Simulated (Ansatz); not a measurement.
The relaxed structure here is a generated cell of MgO: the first start was made by placing the elements on the sites of a structure type, and the end was not matched to a known phase here, so it may be hypothetical. Known forms of MgO include space group No. 225.

One stationary structure of MgO. These are r2SCAN (plane waves to 500 eV, PAW, scalar-relativistic; Ansatz, an electronic-structure program) values and carry that method's errors.

```xyz
8
Lattice="5.5087 0.0000 0.0000 0.0000 5.3636 0.0000 0.0000 0.0000 2.9658" Properties=species:S:1:pos:R:3 pbc="T T T"
Mg     4.1315     0.0000     0.8355
Mg     1.3772     0.0000     2.1303
Mg     2.7543     2.6818     0.0000
Mg     0.0000     2.6818     0.0000
O      4.1315     1.3503     2.3183
O      1.3772     1.3503     0.6475
O      4.1315     4.0133     2.3183
O      1.3772     4.0133     0.6475
```

Find the space group and the Wyckoff positions (tolerance 0.01 Å).

Space group Pmma (No. 51); a = 5.509 Å, b = 5.364 Å, c = 2.966 Å, α = 90.00°, β = 90.00°, γ = 90.00°

```json
[
 {"atom": "Mg", "site": "2e", "symmetry": "mm2", "x": "0.2500", "y": "0.0000", "z": "0.7183"},
 {"atom": "Mg", "site": "2b", "symmetry": ".2/m.", "x": "0.0000", "y": "0.5000", "z": "0.0000"},
 {"atom": "O", "site": "4k", "symmetry": "m..", "x": "0.2500", "y": "0.2518", "z": "0.2183"}
]
```

Give the shortest distances between elements (the closest pairs, up to four, under 3.6 Å).

Mg–O 2.01 Å; O–O 2.66 Å; Mg–Mg 2.75 Å.

The volume per atom is 10.95 Å³ and the density is 3.06 g/cm³. The band gap comes out as 2.78 eV, direct at Γ (no spin-orbit coupling).

No spin polarisation in the result.

The run could not lose the symmetry of its start, so the end can be a saddle point.

It was reached from a disturbed copy of a P4₂/mmc (No. 131) cell, against which it lies -0.106 eV/atom.
